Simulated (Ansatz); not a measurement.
Li$_{2}$ZnO$_{2}$: relaxed-ion elastic tensor

Method: DFT PBE, scalar-relativistic, plane waves, PAW in Ansatz. Settings: 420 eV plane-wave cutoff, Γ-centred 12×12×6 mesh, fixed occupations. No spin polarisation.

Equilibrium structure at this level:
```xyz
5
Lattice="3.1598 0.0000 0.0000 -1.5799 2.7364 0.0000 0.0000 0.0000 5.1776" Properties=species:S:1:pos:R:3 pbc="T T T"
Li    1.5799    0.9121    3.3163
Li    0.0000    1.8243    1.8613
Zn    0.0000    0.0000    0.0000
O     1.5799    0.9121    1.2460
O     0.0000    1.8243    3.9315
```

The structure comes from a generated guess, relaxed at this level; another structure or a mixture of phases may lie lower.

Q: Give the relaxed-ion elastic constants (GPa, Voigt order xx yy zz yz xz xy, on the Cartesian axes of the cell above).

A:
```
183.1  98.7  61.9 -45.7   0.0   0.0
 98.7 183.1  61.9  45.7   0.0   0.0
 61.9  61.9 162.7   0.0   0.0   0.0
-45.7  45.7   0.0  52.6   0.0   0.0
  0.0   0.0   0.0   0.0  52.6 -45.7
  0.0   0.0   0.0   0.0 -45.7  42.2
```

Q: Is the crystal stable against homogeneous strain?

A: Yes: the least eigenvalue of the tensor is 1.4 GPa.

Q: And the moduli of a polycrystal (Hill averages)?

A: B = 107 GPa, G = 27 GPa, E = 74 GPa, ν = 0.39.
